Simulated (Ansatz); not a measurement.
## FeSi₂

We look at FeSi₂: the coordinates of a database entry, unrelaxed (space group P4/mmm, primitive cell doubled), with 6 atoms per cell. Forces or pressure are large there, so the entry is far from the computed equilibrium and may be faulty or of a sample under other conditions. Source: COD entry 9014640, which need not be the ambient phase.

```
CELL_PARAMETERS angstrom
0.00000 2.69000 5.08000
2.69000 0.00000 5.08000
2.69000 2.69000 0.00000
ATOMIC_POSITIONS crystal
Fe 0.00000 0.00000 0.00000
Fe 0.50000 0.50000 0.50000
Si 0.12500 0.12500 0.37500
Si 0.62500 0.62500 0.87500
Si 0.37500 0.37500 0.12500
Si 0.87500 0.87500 0.62500
```

Numbers behind element symbols give the atom's place in this list.

Method: DFT, r2SCAN, PAW, plane waves, scalar-relativistic in Ansatz development build ahead of 0.2.0.

```
Plane-wave cutoff : 500 eV
k-point mesh      : 5×5×5 (Γ-centred)
Occupations       : Gaussian smearing, 0.05 eV
```

Site moments are integrals over atomic spheres and don't add up to the total.

r2SCAN tends to overstate moments and magnetic energies in itinerant metals. A small moment in a metal is sensitive to the mesh and the smearing.

The mesh is too coarse to rank close states of a metal with certainty: differences of some tens of meV/atom may change, at times in sign.

This multiple of the primitive cell fits some opposed orders; other multiples fit others. The order of the states may change once the cell relaxes. Orders that need a larger cell or non-collinear spins weren't tried.

A plain SCF has the search for lower states switched off and ends at the first converged state. Ends within 0.2 meV/atom and 0.1 μB count as one state.

Problem. Which state comes out lowest among 14 converged runs with various starts and settings? Give the order, the site moments and the gap.

Solution. Ferromagnetic, site moments Fe1 0.36, Fe2 0.36 μB, total 0.67 μB per cell, no gap on the k-mesh.

Problem. What is the energy gained by magnetism, per atom?

Solution. 8.7 meV/atom (0.05 eV per cell); the unpolarised solution has a gap of 0.12 eV on the mesh and a pressure of 7.7 GPa against 8.2 GPa.

Problem. Where does this start end: opposed moments +-, plain SCF [Fe1 4.00, Fe2 -4.00 μB]?

Solution. It converges in 41 iterations to a state 8.7 meV/atom above the lowest: non-magnetic, a gap of 0.11 eV on the k-mesh.

Problem. Which atoms feel the largest force in the lowest state, and how large is it?

Solution. Si3, Si4, Si5, Si6: 2.96 eV/Å.

Machine: 2 threads of Arm Neoverse V2, with other jobs on the host.

Problem. About how long does the run “spin on, no moments given (the program may seed its own), plain SCF” take there, and how much memory does it need?

Solution. 14 s, 0.69 GiB (16 iterations, 18 k-points after symmetry).
